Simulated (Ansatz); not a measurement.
HfH₃Cl: rattling a relaxed structure

The cell was found from a proposed guess, not taken from experiment.

All numbers below come from Ansatz, DFT PBE, scalar-relativistic, plane waves, PAW. Settings: cutoff 420 eV, Γ-centred mesh 12×12×4 on the computed 10-atom cell, Gaussian smearing of 0.10 eV; no spin polarisation.

The cell below (10 atoms, space group P-3m1 (No. 164)) is relaxed within its symmetry.

```xyz
10
Lattice="3.4389 0.0000 0.0000 -1.7194 2.9782 0.0000 0.0000 0.0000 11.9879" Properties=species:S:1:pos:R:3 pbc="T T T"
Hf    0.0000    1.9854    1.6774
Hf    1.7194    0.9927   10.3104
H     0.0000    1.9854   11.5074
H     0.0000    1.9854    9.6480
H     0.0000    0.0000   10.4259
H     1.7194    0.9927    0.4805
H     1.7194    0.9927    2.3399
H     0.0000    0.0000    1.5620
Cl    0.0000    1.9854    4.0209
Cl    1.7194    0.9927    7.9669
```

For the test it was strained at random (σ = 1.5 % a component), the atoms were moved at random (σ = 0.10 Å), and all was relaxed again on a coarse 6×6×2 mesh (in the run’s order of axes) with 0.20 eV smearing, with no symmetry imposed.

Weakly bound directions are ill-defined at this level, which has no dispersion term. Spin–orbit coupling, which can matter for Hf, is left out.

Q: What happens?

A: It doesn't return. The energy falls by 24 meV/atom on that mesh, the volume changes by 8.1 %, and the end has space group C2 (No. 5) at a loose tolerance. Relaxed again on a 12×12×4 mesh with 0.02 eV smearing, the new structure lies 21 meV/atom below the first (mesh in the axes of the run's cell; the cell below is made exact in the group named). Space group P1 (No. 1), triclinic, a = 3.588 Å, b = 3.588 Å, c = 11.858 Å, α = 88.3°, β = 88.1°, γ = 60.5°. Hf on its first site has 8 H at 1.96–2.13 Å and 1 Cl at 2.32 Å; Hf on its second site is surrounded by 8 H at 1.96–2.13 Å and 1 Cl at 2.32 Å; H on its first site has 2 Hf at 1.96 Å, 5 H at 2.02–2.21 Å, 2 H at 2.34–2.40 Å and 1 H at 2.62 Å; Cl on its first site has 1 Hf at 2.32 Å; 6 more sites not described.

```cif
data_structure
_symmetry_space_group_name_H-M 'P 1'
_symmetry_Int_Tables_number 1
_cell_length_a 3.5883
_cell_length_b 3.5885
_cell_length_c 11.8582
_cell_angle_alpha 88.320
_cell_angle_beta 88.069
_cell_angle_gamma 60.526
_cell_volume 132.84
loop_
_atom_site_label
_atom_site_type_symbol
_atom_site_fract_x
_atom_site_fract_y
_atom_site_fract_z
_atom_site_occupancy
Hf1 Hf 0.76177 0.63657 0.14001 1
Hf2 Hf 0.36710 0.23439 0.85997 1
H1 H 0.46538 0.89090 0.99860 1
H2 H 0.69238 0.57960 0.84177 1
H3 H 0.02188 0.91456 0.85458 1
H4 H 0.10918 0.53469 0.00142 1
H5 H 0.41596 0.31204 0.15822 1
H6 H 0.08137 0.98212 0.14547 1
Cl1 Cl 0.74564 0.67028 0.33545 1
Cl2 Cl 0.33933 0.24486 0.66452 1
```
